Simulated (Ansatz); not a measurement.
SrPd₂:
```
CELL_PARAMETERS angstrom
      0.00000     3.92824     3.92824
      3.92824     0.00000     3.92824
      3.92824     3.92824     0.00000
ATOMIC_POSITIONS crystal
  Sr 0.50000 0.50000 0.50000
  Sr 0.75000 0.75000 0.75000
  Pd 0.12500 0.12500 0.12500
  Pd 0.62500 0.12500 0.12500
  Pd 0.12500 0.12500 0.62500
  Pd 0.12500 0.62500 0.12500
```

Relaxed with r²SCAN.

Map the electron localisation function on the plane through (0.500, 0.500, 0.500) spanned by u = [1, 0, 0] and v = [-1, 1, 1] in lattice vectors, from DFT-r²SCAN in the program Ansatz with PAW potentials.

x is the fraction of u, y of v (the angle between them is 90°; rows are the nearest grid lines); atoms in the plane: Sr at (0.00, 0.00), Sr at (0.50, 0.25), Pd at (0.25, 0.62), Pd at (0.75, 0.62).
```
|  *@@%-  .:::::::::.  -%@@*  |
|*#@@@+. .:::::::::::. .+@@@#*|
|@@@@#-  .:::::::::::.  -#@@@@|
|##+:.  .:::::::::::::.  .-+##|
|    ..:::::::::::::::::..    |
|....:::::::::::::::::::::....|
|::::--==-:::::-:::::-==--::::|
|:::-+****+=-:::::-=+****+-:::|
|::-=*+-:-+*=:::::=*+-:-+*=-::|
|:::=*+-:-+*+-:::-+*+-:-+*=:::|
|:::-+**+**+-:::::-+**+**+-:::|
|-::.:-====-:::::::-====-:.::-|
|-:::::::::::::::::::::::::::-|
|::::::::::..     ..::::::::::|
|:::::::..  :=***=:  ..:::::::|
|:::::::.  :*%@@@%*:  .:::::::|
|::::::. .+%@@%#%@@%+. .::::::|
|:::::.  :%@@*   *@@%:  .:::::|
|.....   :#@@@*+*@@@#:   .....|
|        .+@@@@@@@@@+.        |
|##*=.     :+#%%%#+:     .=*##|
|@@@@%+.               .+%@@@@|
|*#@@@#:               :#@@@#*|
|  *@@%-  .:::::::::.  -%@@*  |
```
Scale: ten equal steps from 0.009 (start of ' ') to 0.875 (end of '@'), in the order ' .:-=+*#%@'; x runs from 0.000 to 1.00, y from 0.000 (bottom) to 1.00 (top).

The density is the valence pseudo-density with augmentation charge, so density and ELF within about 1 Å of a nucleus are not all-electron values.

Space group Fd-3m (cubic Laves (MgCu2 type)). The workflow started from an entry of the Crystallography Open Database (COD). Its standing as an ambient phase is unchecked. Symmetry was held in the r²SCAN relaxation; its stability against distortions is not shown here. The run is not spin-polarised.

Potentials: the later of the program's two PAW sets.
